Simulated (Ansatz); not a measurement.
**KCl (Fm-3m), elastic constants by finite strains: input and output**

Computed with r²SCAN, PAW on Ansatz 0.2.0's default frozen-core files (fitted under PBE), scalar-relativistic; not a measurement.

Cell and atoms were relaxed beforehand by PAW with this functional.

Command line:

```sh
ansatz run input.yaml --threads 1 --pin off --max-ram 2560MiB --backend cpu --events-out ev --progress --plain --runs-dir out
```

input.yaml:

```yaml
crystal:
  lattice:
    - [0.0, 3.14647, 3.14647]
    - [3.14647, 0.0, 3.14647]
    - [3.14647, 3.14647, 0.0]
  atoms:
    - { symbol: K, position: [0.0, 0.0, 0.0] }
    - { symbol: Cl, position: [0.5, 0.5, 0.5] }
kpoints:
  mp_grid: { grid: [8, 8, 8] }
scf:
  occupations: { method: fixed }
hamiltonian:
  xc: r2scan
  pseudopotentials: { kind: paw }
elastic:
  mode: relaxed_ion
  stencil: two_point
  amplitude: 0.005
```

Output:

```
Warning: RAYON_NUM_THREADS=1 ignored (pool sized by the plan → 1); use --threads N
Engine: ansatz 0.2.0, aarch64-unknown-linux-gnu
Pseudopotentials: kind: paw
Pseudopotential: K, paw, valence charge 9, recommended cutoff 500 eV (meta_gga), K.paw.azcp
Pseudopotential: Cl, paw, valence charge 7, recommended cutoff 500 eV (meta_gga), Cl.paw.azcp
Functional definition: r2SCAN
  parameter k0 = 0.174
  parameter k1 = 0.065
  parameter a1 = 4.9479
  exchange = r2scan_x(k0 = k0, k1 = k1, a1 = a1)
  correlation = r2scan_c
Crystal: 2 atoms, lattice volume = 62.302 Å³
Basis set: ecut = 500 eV, 1591 PW (Γ), exchange–correlation on 144×144×144 points (64 copies of the dense FFT grid, shifted against one another)
Bands: 12, of which v1, the nominal top of the filled ones, is band 8 counted from 1 (7 counted from 0)
Symmetry: 48 space group operations
Space group: Fm-3m (ITA 225), of the structure as read, at distance tolerance 4.0e-5 Å
k-points: 29 of 512
Non-local potential: K, projectors of the file, l = 0: 3, l = 1: 2, l = 2: 2
Non-local potential: Cl, projectors of the file, l = 0: 2, l = 1: 2, l = 2: 2
PAW form: soft (Blöchl's): semilocal exchange-correlation on the pseudo side does not see the compensation charge
PAW frozen core: K, regenerated for the run's functional (the file was generated under x = pbe(κ = 0.804, μ = 0.2195149727645171), c = pbe(β = 0.06672455060314922))
PAW frozen core: Cl, regenerated for the run's functional (the file was generated under x = pbe(κ = 0.804, μ = 0.2195149727645171), c = pbe(β = 0.06672455060314922))
PAW one-centre angular grid: K, 302 points (default); XC on 160 Gauss nodes
PAW one-centre angular grid: Cl, 302 points (default); XC on 160 Gauss nodes
Initial density: superposition of atomic densities (neutral atoms: chi_scale 0, normalization atom), corrected by the library's trained network
Initial wavefunctions: pseudopotential atomic-orbital guess
Functional: x = r2scan, c = r2scan; τ floored in thin density (d = 2e-4 eV/Å³)
SCF iter   1: F=—  HF=-2630.455123 eV  |F-HF|=—  |Δ(HF+E_count)|=         —  Δρ=3.87e-3  dr2=4.94e-3  dr2_τ=1.48e-3  ethr=1.77e-3  ⟨swp⟩=4.8  Hψ=1906  notcnv=0  defer=43
preconditioner: auto → none  [insulator: Δε(μ)=5.877 eV  Ē_g=16.200 eV  n_scr=14 (ndim 8)  ℏωp=17.6 eV  f_vac=0.092  ε∞_Penn≈2.2]
SCF iter   2: F=—  HF=-2630.472995 eV  |F-HF|=—  |Δ(HF+E_count)|=   1.79e-2  Δρ=1.60e-3  dr2=6.14e-4  dr2_τ=6.23e-5  ethr=3.09e-5  ⟨swp⟩=3.0  Hψ=909  notcnv=0  defer=56
SCF iter   3: F=—  HF=-2630.473098 eV  |F-HF|=—  |Δ(HF+E_count)|=   1.03e-4  Δρ=3.76e-4  dr2=2.97e-5  dr2_τ=5.83e-6  ethr=3.84e-6  ⟨swp⟩=2.8  Hψ=602  notcnv=0  defer=56
SCF iter   4: F=—  HF=-2630.473113 eV  |F-HF|=—  |Δ(HF+E_count)|=   1.50e-5  Δρ=5.21e-5  dr2=9.76e-7  dr2_τ=5.96e-7  ethr=1.85e-7  ⟨swp⟩=3.0  Hψ=632  notcnv=0  defer=51
SCF iter   5: F=—  HF=-2630.473114 eV  |F-HF|=—  |Δ(HF+E_count)|=   9.16e-7  Δρ=8.42e-6  dr2=2.35e-8  dr2_τ=5.51e-9  ethr=6.10e-9  ⟨swp⟩=2.0  Hψ=551  notcnv=0  defer=2
SCF iter   6: F=—  HF=-2630.473114 eV  |F-HF|=—  |Δ(HF+E_count)|=   2.65e-8  Δρ=2.41e-6  dr2=3.19e-9  dr2_τ=3.58e-10  ethr=1.47e-10  ⟨swp⟩=2.0  Hψ=551  notcnv=0  defer=2
[... 57 lines left out ...]
preconditioner: auto → none  [insulator: Δε(μ)=5.821 eV  Ē_g=16.152 eV  n_scr=14 (ndim 8)  ℏωp=17.6 eV  f_vac=0.092  ε∞_Penn≈2.2]
SCF iter   2: F=—  HF=-2630.473081 eV  |F-HF|=—  |Δ(HF+E_count)|=   1.57e-7  Δρ=2.23e-6  dr2=1.68e-10  dr2_τ=1.53e-9  ethr=3.59e-12  ⟨swp⟩=2.0  Hψ=1900  notcnv=0  defer=103
SCF iter   3: F=—  HF=-2630.473081 eV  |F-HF|=—  |Δ(HF+E_count)|=   1.63e-8  Δρ=9.12e-7  dr2=2.31e-11  dr2_τ=2.53e-10  ethr=1.05e-12  ⟨swp⟩=2.0  Hψ=1805  notcnv=0  defer=103
SCF iter   4: F=—  HF=-2630.473081 eV  |F-HF|=—  |Δ(HF+E_count)|=   3.10e-9  Δρ=1.10e-7  dr2=1.98e-12  dr2_τ=3.09e-12  ethr=1.44e-13 (applied; sched 1.00e-12)  ⟨swp⟩=2.0  Hψ=1805  notcnv=0  defer=103
SCF iter   5: F=—  HF=-2630.473081 eV  |F-HF|=—  |Δ(HF+E_count)|=  2.36e-11  Δρ=2.44e-8  dr2=3.60e-13  dr2_τ=7.91e-14  ethr=1.24e-14 (applied; sched 1.00e-12)  ⟨swp⟩=2.0  Hψ=1893  notcnv=0  defer=103
SCF iter   6: F=-2630.473081 eV  HF=-2630.473081 eV  |F-HF|=4.55e-13  |Δ(HF+E_count)|=  1.36e-12  Δρ=2.73e-9  dr2=1.59e-15  dr2_τ=1.26e-15  ethr=1.00e-12  ⟨swp⟩=4.0  Hψ=3704  notcnv=0
SCF 6 converged in 6 iterations: F = -2630.473081 eV  dr2 = 1.59e-15
SCF converged after 2 iterations
Free energy (F): -2630.473114 eV
Harris-Foulkes:  -2630.473114 eV  (|F-HF|=0.00e0)
Internal energy: -2630.473114 eV  (E = F + TS)
E sigma→0 (E₀):  -2630.473114 eV
Fermi energy:    0.434038 eV
--- Per-component energies (eV) ---
  E_band       = -142.736915
  E_kinetic    = 415.666574
  E_local      = -833.670955  (includes V_loc(G=0)·N_el)
  E_nonlocal   = 40.797779
  E_hartree    = 279.408755
  E_xc         = -238.876148
  E_vxc        = -322.311131  (∫ρ·V_xc dr)
  E_paw        = -1454.445916  (= ΣΔE_a)
  E_vpaw       = -20.489285  (= ΣTr[D̂ρ^β])
  E_aug_tail   = 0.000035  (compensation charges beyond the density's cutoff)
  E_vtau       = 18.452559  (kinetic-family band-sum trace: ∫τ·v_τ [+ j·A + Jᵃ·Aᵃ] dr)
  E_ewald      = -839.020646
  E_core_change = -0.332592  (= ΣΔE_core)
  E_smearing   = -0.000000  (= −TS)
  E_closure    = 0.000000  (closes the sum)
  Σ components = -2630.473114   (vs F -2630.473114, Δ=0.00e0)
--- Forces (eV/Å), atoms counted from 1 ---
  atom   1  K      0.00000000    -0.00000000    -0.00000000
  atom   2  Cl     0.00000000    -0.00000000    -0.00000000
  max |Σ_I F_I| component: 1.79e-29 eV/Å
--- Stress (GPa, compression-positive) ---
        0.001172       0.000000       0.000000
       -0.000000       0.001172       0.000000
        0.000000      -0.000000       0.001172
  P = ⅓ Tr σ = 0.0012 GPa (0.012 kbar)
--- Elastic constants: 2 strain directions × 2 members + reference (group order 48) ---
  dense FFT box of the reference and of every strained cell: 36×36×36
  strains applied: 11, 23; error gains: componentwise 1.00 (the most a stress slope's error grows in a printed constant), spectral 1.73 (1 for all six strains in a standard setting)
  C = ∂σ_k/∂η_j (tension-positive GPa; Voigt order 11 22 33 23 13 12):
        45.933      5.781      5.781      0.000     -0.000     -0.000
         5.781     45.933      5.781     -0.000     -0.000     -0.000
         5.781      5.781     45.933     -0.000     -0.000     -0.000
        -0.000      0.000      0.000      6.498      0.000      0.000
         0.000     -0.000     -0.000     -0.000      6.498      0.000
         0.000     -0.000     -0.000     -0.000     -0.000      6.498
  reference stress σ⁰ (GPa):     -0.001     -0.001     -0.001      0.000      0.000      0.000
  C* (energy form; C + prestress term) asymmetry max|C*_kj − C*_jk| = 2.665e-15 GPa — a small one proves nothing (zero by symmetry where the batch's group is 432, −43m or m−3m); a large one is finite-difference/SCF noise where ...
  moduli (Voigt/Reuss/Hill, GPa): K = 19.16/19.16/19.16   G = 11.93/8.91/10.42   E = 26.46   ν = 0.270
  mechanically stable: yes (min eigenvalue of sym C = 6.50 GPa)
  strain η (Voigt 11):  stress-route row diagonal C_11 = 45.93 GPa, energy-path curvature d²(F+E_count+ΔE)/dδ²/Ω₀ = 45.92 GPa
         δ    σ_11 (GPa)             F (eV)   n_scf  n_hpsi   n_pw
    -5.000e-3      -0.2390       -2630.4728814       9   16308   1594   relax 0 steps, max|allowed force component| 2.96e-30 eV/Å
     5.000e-3       0.2203       -2630.4728965       6   12343   1615   relax 0 steps, max|allowed force component| 1.44e-29 eV/Å
  strain η (Voigt 23):  stress-route row diagonal C_44 = 6.50 GPa, energy-path curvature d²(F+E_count+ΔE)/dδ²/Ω₀ = 6.50 GPa
         δ    σ_23 (GPa)             F (eV)   n_scf  n_hpsi   n_pw
    -5.000e-3      -0.0325       -2630.4730806       9   25901   1603   relax 0 steps, max|allowed force component| 1.50e-29 eV/Å
     5.000e-3       0.0325       -2630.4730806       6   20013   1603   relax 0 steps, max|allowed force component| 1.12e-29 eV/Å
```

The calculation finished and met its thresholds.

Elastic moduli:

Elastic constants of a crystal by Kohn-Sham DFT: slopes of the stress over finite engineering strains of the given cell, Voigt indices, Cartesian axes as in the input; Hill averages of a grain aggregate, Debye temperature from the mean sound speed over directions.

- Bulk modulus: 19.16 GPa
- Shear modulus: 10.42 GPa
- Young modulus: 26.46 GPa
- Poisson ratio: 0.2699
- Bulk over shear modulus: 1.839
- Elastic anisotropy index: 1.696
- Least young modulus: 17.51 GPa
- Largest young modulus: 44.64 GPa
- Longitudinal sound speed: 4079 m/s
- Transverse sound speed: 2290 m/s
- Elastic debye temperature: 233.2 K
- Linear compressibility (x, y, z): 17.39, 17.39, 17.39 1/TPa
- Zener ratio: 0.3237
- Cauchy pressure: -0.72 GPa

**Strained cells**

Stress of each strained cell less that at rest, tension positive.

```tsv
strain component	strain	stress xx (GPa)	stress yy (GPa)	stress zz (GPa)	stress yz (GPa)	stress xz (GPa)	stress xy (GPa)	relaxation steps
xx	-0.005	-0.2378	-0.0291	-0.0291	0	0	0	0
xx	0.005	0.2215	0.0287	0.0287	0	0	0	0
yz	-0.005	0.0002	0	0	-0.0325	0	0	0
yz	0.005	0.0002	0	0	0.0325	0	0	0
```

**Elastic constants**

```
Pressure at rest         : 0.001 GPa
Least elastic eigenvalue : 6.5 GPa
Elastically stable       : yes
```

```csv
index,elastic (GPa)
11,45.93
12,5.78
44,6.5
```

Keep in mind: frozen-core PAW files fitted under PBE, their cores solved anew for the functional of the run.

It took 36 s on 1 thread of Arm Neoverse V2 (shared host), peak memory 0.59 GiB.
